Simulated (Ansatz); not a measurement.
According to plane-wave PAW r²SCAN+D4 (Ansatz code), MoS2 in the trigonal phase (R3m; Mo on 3a, S on 3a, S on 3a) relaxes to a = 3.176 Å, c = 18.672 Å. Mo has 6 nearest neighbours from 2.40 Å (trigonal prismatic); S on 3a has 3 nearest neighbours from 2.40 Å (trigonal pyramidal); S on 3a has 3 nearest neighbours from 2.40 Å (trigonal pyramidal). Against the elements it lies at -1.00 eV/atom, with no fitted shifts.

The Kohn–Sham gap is 1.03 eV (indirect). The screened hybrid HSE06 puts the gap at 1.42 eV. Gap from r²SCAN+D4 with spin–orbit coupling: 1.02 eV. The hole mass is 0.71, 0.71, 0.84 mₑ (principal values).

An equation-of-state fit gives a bulk modulus of 34.9 GPa. Bader charges are Mo +1.31, S -0.66 e.

The r²SCAN+D4 relaxation kept the symmetry of its start. No spin polarisation was allowed. The references are the lowest solids computed at this level, not always the standard phases. Scalar-relativistic: spin–orbit coupling is off unless named, which matters more the heavier the elements.

Potentials: the later of the program's two PAW sets.
